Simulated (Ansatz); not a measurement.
# CdSe (wurtzite), scan of one atom of the cell

Starting cell, CdSe (wurtzite):

```
CdSe
1.0
    4.38272     0.00000     0.00000
   -2.19136     3.79554     0.00000
    0.00000     0.00000     7.15447
Cd Se
2 2
Cartesian
  2.19136   1.26518   0.00337
  0.00000   2.53036   3.58061
  2.19136   1.26518   4.46961
  0.00000   2.53036   0.89237
```

In each cell atom 4 (Se, nearest neighbour Cd at 2.682 Å; its periodic images, 4.4 Å or more away, move with it) moves by s·(0.000, 0.000, 1.000) (along Cartesian z), the rest being held.

Method: PBE (plane waves to 420 eV, PAW, scalar-relativistic; Ansatz, a first-principles code). k mesh 7×7×4 (Γ-centred), Fermi-Dirac smearing 0.05 eV. Energies are smeared free energies. Compression counts positive. Left out: 1 of 11 points, with atoms too close for the PAW data. F∥ is the force on the atom along that direction. CdSe was relaxed with its symmetry unable to fall. ΔE is measured from the undisplaced structure.

```
s (Å)   ΔE (meV/cell)  F∥ (eV/Å)  P (GPa)
------  -------------  ---------  -------
-0.800            871      1.274      2.5
-0.640            657      1.383      2.0
-0.480            434      1.379      1.4
-0.320            226      1.192      0.7
-0.160             66      0.759      0.2
0.000               0      0.001      0.0
0.160              91     -1.233      0.3
0.320             435     -3.228      1.4
0.480            1193     -6.531      3.8
0.640            2647    -12.150      8.2
```

Key numbers:

- Energy at s = 0.640 Å: 2647 meV/cell
- Force along the line at s = -0.800 Å: 1.27 eV/Å
- Symmetry of the curve: not even: the positive side lies higher at ±0.640 Å
- Shape of the curve: a single well with its minimum at or next to zero displacement
- Force constant k = d²E/ds² at s = 0 (finite differences): 6.00 eV/Å²
- Harmonic estimate at the end of the scan: ½ks² = 1228 meV/cell against the computed 2647 meV/cell, so the well is stiffer than harmonic there

(For displaced atoms, the force is minus the slope of the energy, and its curvature is a force constant, which sets phonon frequencies.)
